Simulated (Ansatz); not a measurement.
Be (fcc (Cu type), space group No. 225) under volume change, the program Ansatz at the r²SCAN level (PAW), scaled uniformly.

```csv
V (Å³/atom),E − E(relaxed) (meV/atom),P (GPa)
7.164,28.0,13.49
7.400,11.9,8.44
7.636,2.8,3.94
7.872,0.0,0.00
8.108,2.6,-3.41
8.344,9.9,-6.40
8.581,21.3,-9.03
```

Problem. What does a third-order Birch–Murnaghan fit give for V₀, B₀ and B′?

Solution. V₀ = 7.87 Å³/atom, B₀ = 122 GPa, B′ = 3.4.

Space group Fm-3m (fcc (Cu type)). The start of the workflow was typed in or built on a structure type; neither database checked (COD, Materials Project) lists it. It is not the phase usual at ambient conditions (space group No. 194). Symmetry was held in the r²SCAN relaxation; whether a distortion lowers the energy is not shown.

Potentials: the earlier of the program's two PAW sets.
